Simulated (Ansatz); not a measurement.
One crystal and one scan (scan of one atom of the cell) at two levels, PBE (plane waves to 420 eV, PAW, scalar-relativistic; Ansatz, a first-principles code) and r2SCAN (plane waves to 500 eV, PAW, scalar-relativistic; Ansatz), each from its own relaxed cell and on its own mesh. The cell shown is that of PBE.

Starting cell, ZnSe (zinc blende):

```xyz
4
Lattice="0.0000 5.7330 5.7330 2.8665 0.0000 2.8665 2.8665 2.8665 0.0000" Properties=species:S:1:pos:R:3 pbc="T T T"
Se     4.2998     4.2998     4.2998
Se     4.2998     7.1663     7.1663
Zn     0.0000     0.0000     0.0000
Zn     0.0000     2.8665     2.8665
```

In this cell atom 2 (Se, nearest neighbour Zn at 2.482 Å; its periodic images, 4.1 Å or more away, move with it) is moved by s along Cartesian [111], unit vector (0.577, 0.577, 0.577); all other atoms and the cell stay fixed.

The energy includes the smearing's −TS. ZnSe was relaxed with its symmetry unable to fall. (PBE) Left out: 1 of 11 points, with atoms too close for the PAW data. (r2SCAN) Left out: 1 of 11 points, with atoms too close for the PAW data. Percentages come from the unrounded values. Both scans cover s from -0.740 to 0.592 Å.

```
quantity                                                            PBE  r2SCAN     PBE − r2SCAN
----------------------------------------------------------------  -----  ------  ---------------
Lattice constant a (Å)                                            5.733   5.665  +0.068 (+1.2 %)
Energy at s = 0.592 Å (meV/cell)                                   2316    2592     -276 (-11 %)
Force along the line at s = -0.740 Å (eV/Å)                       0.824   0.931   -0.107 (-11 %)
Force constant k = d²E/ds² at s = 0 (finite differences) (eV/Å²)   5.79    6.42   -0.63 (-9.8 %)
```

PBE gives the higher value for: lattice constant a. PBE gives the lower value for: energy at s = 0.592 Å; force along the line at s = -0.740 Å; force constant k = d²E/ds² at s = 0. Both give the same symmetry of the curve: not even: the positive side lies higher at ±0.592 Å.

ΔE (meV/cell), each from the undisplaced structure of its own level:

| s (Å) | PBE | r2SCAN |
|---|---|---|
| -0.740 | 626 | 691 |
| -0.592 | 490 | 539 |
| -0.444 | 334 | 367 |
| -0.296 | 178 | 197 |
| -0.148 | 53 | 59 |
| 0.000 | 0 | 0 |
| 0.148 | 76 | 85 |
| 0.296 | 371 | 414 |
| 0.444 | 1032 | 1153 |
| 0.592 | 2316 | 2592 |

(For displaced atoms, the force is minus the slope of the energy, and its curvature is a force constant, which sets phonon frequencies.)
